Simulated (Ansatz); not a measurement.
GeAs:
Space group I4mm (No. 107); a = b = 3.682 Å, c = 5.882 Å, α = β = γ = 90.00°

| atom | site | symmetry | x | y | z |
|---|---|---|---|---|---|
| Ge | 2a | 4mm | 0.0000 | 0.0000 | 0.9947 |
| As | 2a | 4mm | 0.0000 | 0.0000 | 0.4193 |
(The calculation used a cell of 2 atoms; values per cell refer to that cell.)

This is the PBEsol-relaxed structure.

Question: All from PBEsol (plane waves, PAW; program Ansatz), unless another level is named. Estimate the bulk modulus (Birch–Murnaghan fit).

Answer: 69.2 GPa.

Question: What about the highest zone-centre frequency?

Answer: 224 cm⁻¹.

The workflow started from a Materials Project entry (that database holds measured and hypothetical structures alike); the Crystallography Open Database copy checked does not list it. Whether it is the stable phase at ambient conditions was not checked. Symmetry was held in the PBEsol relaxation; its stability against distortions is not shown here. As this level gives no gap, phonon frequencies hold no LO–TO term and depend on the k-mesh and smearing (Fermi–Dirac, 0.1 eV here).

Potentials: the later of the program's two PAW sets.
